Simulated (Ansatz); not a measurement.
## NaHg2 under pressure

All numbers below come from Ansatz 0.2.0, DFT LDA, scalar-relativistic, plane waves, PAW. Plane waves to 420 eV; Γ-centred k mesh 12×12×14; Fermi-Dirac smearing of 0.15 eV. No spin polarisation. Phonons by linear response, acoustic sum rule imposed.

Relaxed structure:
```cif
data_structure
_symmetry_space_group_name_H-M 'P 1'
_symmetry_Int_Tables_number 1
_cell_length_a 4.9560
_cell_length_b 4.9560
_cell_length_c 3.0924
_cell_angle_alpha 90.000
_cell_angle_beta 90.000
_cell_angle_gamma 120.000
_cell_volume 65.78
loop_
_atom_site_label
_atom_site_type_symbol
_atom_site_fract_x
_atom_site_fract_y
_atom_site_fract_z
_atom_site_occupancy
Na1 Na 0.00000 0.00000 0.00000 1
Hg1 Hg 0.33333 0.66667 0.50000 1
Hg2 Hg 0.66667 0.33333 0.50000 1
```

In a metal, frequencies and elastic constants depend on the k mesh and the smearing, soft modes and shear constants most. Spin–orbit coupling is left out, which can shift energies with elements as heavy as these.

Optical modes at Γ (cm⁻¹) at zero pressure: 34, 103, 108, 139.

Under hydrostatic pressure the same modes lie at 33, 127, 129, 174 cm⁻¹. What is the pressure, and how much has the cell shrunk?

Answers

6 GPa; the volume is 9.9 % smaller.